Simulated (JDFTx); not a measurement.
Cu(100) slab cut from bulk Cu (space group Fm-3m, indices of the conventional cell, lattice of the Materials Project entry mp-30, not re-optimised): 5 atoms in 5 planes, a (1×1) cell of 6.40 Å² (|a| = 2.530, |b| = 2.530 Å), 7.2 Å between the outermost planes, cell height 26.2 Å, 8×8×1 k mesh, Fermi smearing 0.01 Ha, no spin polarisation.

Adsorbate: O on both faces at 1.00 monolayer, started bridge and relaxed in vacuum, keeping the symmetry of the start.

Computed with JDFTx (a modified build): PBE, GBRV ultrasoft potentials, plane waves to 20/100 Ha. The adsorption energy per O is [E(slab + 2 O) − E(slab)]/2 − (E(H2O) − E(H2)), with the gas molecules relaxed at the same level and slab energies taken as (E + F)/2, the usual estimate of zero smearing. In reaction energies these potentials put H₂ about 0.03 eV too high against large-basis PBE. Energies are static: no zero-point or thermal terms. Reconstruction of the substrate beyond this cell is outside the model.

### Question
Predict the adsorption energy and the geometry, and the change of the work function.

### Answer
2.10 eV. O sits 0.67 Å above the highest substrate atom, bound to 4 Cu at 1.91 Å. The work function goes from 4.60 to 6.28 eV. In CANDLE, water, 1 M NaCl, at zero charge, the adsorption energy is 2.09 eV and the potential of zero charge moves from -0.15 to 1.69 V vs SHE (4.44 V convention).
